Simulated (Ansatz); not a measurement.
ZrB2, DFT, LDA, all-electron PAW with datasets made for the crystal, scalar-relativistic (Ansatz 0.2.0), run on 1 thread of Arm Neoverse V1 on a shared host.

The geometry is COD entry 1510856, unchecked; take it as a test cell. The listed cell was then made from it by scaling, straining or moving an atom.

Command: `ansatz run input.yaml --threads 1 --pin off --max-ram 4096MiB --backend cpu --events-out ev --progress --plain --runs-dir out`

```yaml
crystal:
  lattice:
    - [3.1755148523, 0.0, 0.0]
    - [-1.5877574262, 2.7500765323, 0.0]
    - [0.0, 0.0, 3.5316944381]
  atoms:
    - { symbol: Zr, position: [0.0, 0.0, 0.0] }
    - { symbol: B, position: [0.3333333333, 0.6666666667, 0.5] }
    - { symbol: B, position: [0.6666666667, 0.3333333333, 0.5] }
kpoints:
  mp_grid: { grid: [13, 13, 10] }
scf:
  occupations: { method: fermi_dirac, width: 0.03 }
hamiltonian:
  xc: lda
  pseudopotentials: { kind: all_electron, datasets: crystal }
output:
  forces: true
  stress: true
  eigenvalues: true
  efg: { contact_densities: true }
```

How large is the problem that the program sets up?

126 irreducible k-points, 363 plane waves at Γ, 13 bands.

About how long does it take, and how much memory does it use?

11 s of wall time for 8 SCF iterations, with a peak of 0.47 GiB. Times on shared machines scatter by tens of per cent.

And the same cell and mesh by PAW (frozen-core files), asked for forces, stress, eigenvalues, efg, on the same hardware?

4 s, peak memory 0.37 GiB.
